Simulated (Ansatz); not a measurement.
Given:

Zr$_{5}$GeSb$_{3}$:
```xyz
18
Lattice="8.6672 0.0000 0.0000 -4.3336 7.5060 0.0000 0.0000 0.0000 5.8647" Properties=species:S:1:pos:R:3 pbc="T T T"
Zr     0.0000     5.0040     2.9324
Zr     4.3336     2.5020     2.9324
Zr     4.3336     2.5020     0.0000
Zr     0.0000     5.0040     0.0000
Zr     6.3777     0.0000     1.4662
Zr     2.2894     0.0000     4.3985
Zr     3.1889     5.5233     4.3985
Zr     1.1447     1.9827     1.4662
Zr    -3.1889     5.5233     1.4662
Zr    -1.1447     1.9827     4.3985
Ge     0.0000     0.0000     2.9324
Ge     0.0000     0.0000     0.0000
Sb     3.4190     0.0000     1.4662
Sb     5.2482     0.0000     4.3985
Sb     1.7095     2.9609     4.3985
Sb     2.6241     4.5451     1.4662
Sb    -1.7095     2.9609     1.4662
Sb    -2.6241     4.5451     4.3985
```

This is the r²SCAN-relaxed structure.

Question: All from r²SCAN (plane waves, PAW; program Ansatz), unless another level is named. Give the electronic character.

Answer: metallic (no gap).

Question: Predict the density of states at the Fermi level.

Answer: 0.51 states/eV per atom (mean over ±0.08 eV).

Question: Give the formation energy from the elements (no fitted shifts).

Answer: -0.90 eV/atom.

Space group P6_3/mcm. The first step of the workflow began from a Materials Project structure, measured or hypothetical; the Crystallography Open Database copy checked does not list it. Whether it is the stable phase at ambient conditions was not checked. The r²SCAN relaxation kept the symmetry of its start; whether a distortion lowers the energy is not shown. The run is not spin-polarised. The references are the lowest solids computed at this level, not always the standard phases. Scalar-relativistic: spin–orbit coupling is off unless named, which matters more the heavier the elements.

Potentials: the later of the program's two PAW sets.
